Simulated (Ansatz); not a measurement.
GeSbTe3:
```cif
data_Ge3Sb3Te9
_chemical_formula_sum 'Ge3 Sb3 Te9'
_space_group_name_H-M_alt 'R3m :H'
_space_group_IT_number 160
_space_group_name_Hall 'R 3 -2"'
_cell_length_a 4.10583
_cell_length_b 4.10583
_cell_length_c 31.06108
_cell_angle_alpha 90.000
_cell_angle_beta 90.000
_cell_angle_gamma 120.000
loop_
_atom_site_label
_atom_site_type_symbol
_atom_site_symmetry_multiplicity
_atom_site_Wyckoff_symbol
_atom_site_fract_x
_atom_site_fract_y
_atom_site_fract_z
_atom_site_occupancy
Ge1 Ge 3 a 0.00000 0.00000 0.39961 1
Sb1 Sb 3 a 0.00000 0.00000 0.60512 1
Te1 Te 3 a 0.00000 0.00000 0.00112 1
Te2 Te 3 a 0.00000 0.00000 0.21332 1
Te3 Te 3 a 0.00000 0.00000 0.78085 1
```
(The calculation used a cell of 5 atoms; values per cell refer to that cell.)

Relaxed at zero pressure with DFT-r²SCAN+D4 in the program Ansatz with PAW potentials.

Problem. The volume is raised by 6 % and shape and atoms relax at that volume. What pressure results, and how do the axes share the change?

Solution. -1.2 GPa; a 0.9 %, b 0.9 %, c 4.2 %; the energy rises by 8 meV/atom.

Problem. Give the new structure.

Solution. 
Space group R3m, hexagonal axes (No. 160); a = 4.1410 Å, b = 4.1410 Å, c = 32.3684 Å, α = 90.00°, β = 90.00°, γ = 120.00°

| atom | site | symmetry | x | y | z |
|---|---|---|---|---|---|
| Ge | 3a | 3m | 0.0000 | 0.0000 | 0.6018 |
| Sb | 3a | 3m | 0.0000 | 0.0000 | 0.3930 |
| Te | 3a | 3m | 0.0000 | 0.0000 | 0.0000 |
| Te | 3a | 3m | 0.0000 | 0.0000 | 0.7823 |
| Te | 3a | 3m | 0.0000 | 0.0000 | 0.2228 |

The phase is kept; no other phase was compared at this pressure.

The workflow started from a Materials Project entry (that database holds measured and hypothetical structures alike); the Crystallography Open Database copy checked does not list it. Its standing as an ambient phase is unchecked. The r²SCAN+D4 relaxation kept the symmetry of its start; whether a distortion lowers the energy is not shown. Scalar-relativistic: spin–orbit coupling is off unless named, which matters more the heavier the elements.

Potentials: the later of the program's two PAW sets.
